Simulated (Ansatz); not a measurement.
Calculated core-electron binding energies for SiC

Cell: a computed structure from the Materials Project (it need not be an observed phase), taken as it stands, repeated to a supercell; a hole's nearest image is 6.1 Å away.

Space group P6_3mc (No. 186); a = 3.0735, c = 5.0452 Å, γ = 120.00°.

| site | Wyckoff | site symmetry | x | y | z |
| --- | --- | --- | --- | --- | --- |
| Si1 | 2b | 3m. | 0.3333 | 0.6667 | 0.5004 |
| C17 | 2b | 3m. | 0.3333 | 0.6667 | 0.1246 |

One atom of each set is listed; the run and its k-mesh use a cell of 32 atoms with edges of 6.15, 6.15, 10.09 Å.

The numbers come from a DFT calculation in Ansatz (PBE, plane waves and PAW, scalar-relativistic, 420 eV cutoff, Γ-centred 4×4×2 k-points, fixed occupations).

Each value is a total-energy difference between the cell with one core hole and the ground state (ΔSCF), counted from the top of the valence band. The valence electrons get no spin in the cell with the hole, so they can't polarise against the unpaired core electron; that puts absolute values high, by some tenths of an eV and in some cases by about 1 eV. The periodic images are corrected with the calculated ε∞ = 6.89, 6.89, 7.27.

**Question.** What binding energies does the calculation give for Si 2p, C 1s?

**Answer.** 

```json
{"line": "Si 2p", "atom": "1", "first shell": "4 C at 1.88–1.90 Å", "E_B (eV)": "99.6", "j = l + ½ / j = l − ½ (eV)": "99.3 / 100.0"}
{"line": "C 1s", "atom": "17", "first shell": "4 Si at 1.88–1.90 Å", "E_B (eV)": "281.4", "j = l + ½ / j = l − ½ (eV)": "–"}
```

For p, d and f shells E_B is the weighted mean of the two lines, whose splitting comes from the free atom's Dirac orbitals.

Absolute PBE values can be off by an eV or more. Multiplets, satellites and widths aren't calculated.

The run took 81 s of wall time (80 s of CPU time) and 0.77 GiB at its peak, on 1 thread of AMD EPYC 7R43 64-Core Processor (Zen 3) (x86_64; 50 cores open to the job, memory cap 2.5 GiB, no GPU), a shared host with a load of 0.5 a core.
